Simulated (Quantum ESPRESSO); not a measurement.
```cif
data_Cd4F8
_chemical_formula_sum 'F8 Cd4'
_space_group_name_H-M_alt 'Fm-3m'
_space_group_IT_number 225
_space_group_name_Hall '-F 4 2 3'
_cell_length_a 5.40104
_cell_length_b 5.40104
_cell_length_c 5.40104
_cell_angle_alpha 90.000
_cell_angle_beta 90.000
_cell_angle_gamma 90.000
loop_
_atom_site_label
_atom_site_type_symbol
_atom_site_symmetry_multiplicity
_atom_site_Wyckoff_symbol
_atom_site_fract_x
_atom_site_fract_y
_atom_site_fract_z
_atom_site_occupancy
F1 F 8 c 0.25000 0.25000 0.25000 1
Cd1 Cd 4 a 0.00000 0.00000 0.00000 1
```
(The calculation used a cell of 3 atoms; values per cell refer to that cell.)

The geometry is that of Materials Project entry mp-241, symmetrised and not relaxed again.

Problem. What does LDA (pw.x of Quantum ESPRESSO, ONCV potentials, no spin-orbit coupling) give for the electronic structure near the Fermi level?

Solution. The LDA gap is indirect, 2.80 eV, from W to Γ; the smallest direct gap is 3.27 eV. Spin-orbit splittings are left out.
